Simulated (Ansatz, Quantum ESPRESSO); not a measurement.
This is a calculation of CuF for Ansatz 0.2.0. The cell comes from a database or a generator and needn't be the stable form of this composition.

File input.yaml:

```yaml
crystal:
  lattice:
    - [2.47100655, 0.0, 0.0]
    - [0.0, 2.47100655, 0.0]
    - [0.0, 0.0, 3.41650139]
  atoms:
    - { symbol: Cu, position: [0.0, 0.0, 0.0] }
    - { symbol: F, position: [0.5, 0.5, 0.5] }
hamiltonian:
  xc: pbe
  pseudopotentials: { kind: paw, azcp: { folder: soft_1 } }
kpoints:
  mp_grid: { grid: [11, 11, 8] }
scf:
  occupations: { method: fermi_dirac, width: 0.05 }
output:
  forces: true
  stress: true
  eigenvalues: true
  write_density: true
  write_potential: true
  elf: true
  volumetric_format: npy
```

Potentials or basis: Ansatz PAW soft_1.

Command:

```console
$ ansatz run input.yaml --threads 1 --pin off --max-ram 3584MiB --backend cpu --events-out ev --progress --plain --runs-dir out
```

Task: Translate it to Quantum ESPRESSO 7.5. Potentials or basis there: SSSP 1.3 efficiency PBE, cutoff 748 eV.

Result: As run (cutoffs and basis follow the program's own potentials, and thresholds, step limits or extra output files can differ):

pw.in

```
&CONTROL
  calculation = 'scf'
  prefix = 'pwscf'
  outdir = './tmp'
  pseudo_dir = './pseudo'
  tprnfor = .true.
  tstress = .true.
  disk_io = 'low'
/
&SYSTEM
  ibrav = 0
  celldm(1) = 8
  nat = 2
  ntyp = 2
  ecutwfc = 55
  ecutrho = 440
  nbnd = 15
  occupations = 'smearing'
  smearing = 'fd'
  degauss = 0.00367493
/
&ELECTRONS
  conv_thr = 4d-10
  electron_maxstep = 120
  mixing_beta = 0.5
/
ATOMIC_SPECIES
Cu    63.5460 Cu.paw.z_11.ld1.psl.v1.0.0-low.upf
F     18.9984 f_pbe_v1.4.uspp.F.UPF
CELL_PARAMETERS alat
  0.5836907039570   0.0000000000000   0.0000000000000
  0.0000000000000   0.5836907039570   0.0000000000000
  0.0000000000000   0.0000000000000   0.8070314914379
ATOMIC_POSITIONS crystal
Cu     0.0000000000    0.0000000000    0.0000000000
F      0.5000000000    0.5000000000    0.5000000000
K_POINTS automatic
11 11 8 0 0 0
```

The input pp_density.in:

```
&INPUTPP
  prefix = 'pwscf'
  outdir = './tmp'
  filplot = 'density.dat'
  plot_num = 0
/
&PLOT
  nfile = 1
  filepp(1) = 'density.dat'
  iflag = 3
  output_format = 6
  fileout = 'density.cube'
/
```

pp_potential.in

```
&INPUTPP
  prefix = 'pwscf'
  outdir = './tmp'
  filplot = 'potential.dat'
  plot_num = 11
/
&PLOT
  nfile = 1
  filepp(1) = 'potential.dat'
  iflag = 3
  output_format = 6
  fileout = 'potential.cube'
/
```

Potentials or basis: SSSP 1.3 efficiency PBE.

Run with:

```sh
$ OMP_NUM_THREADS=1 pw.x -in pw.in > pw.out
$ OMP_NUM_THREADS=1 pp.x -in pp_density.in > pp_density.out
$ OMP_NUM_THREADS=1 pp.x -in pp_potential.in > pp_potential.out
```

Both were run:

|  | Ansatz | Quantum ESPRESSO |
| --- | --- | --- |
| Pressure | 4.4 GPa | 4.1 GPa |

Ansatz's pressure holds a Pulay term of +0.54 GPa for its cutoff of 420 eV, which the other run lacks.

The potentials hold 26 and 18 valence electrons a cell.

Where Ansatz's input types no cutoff or centring, it takes its own default and a Γ-centred mesh.

Pressure is positive in compression.
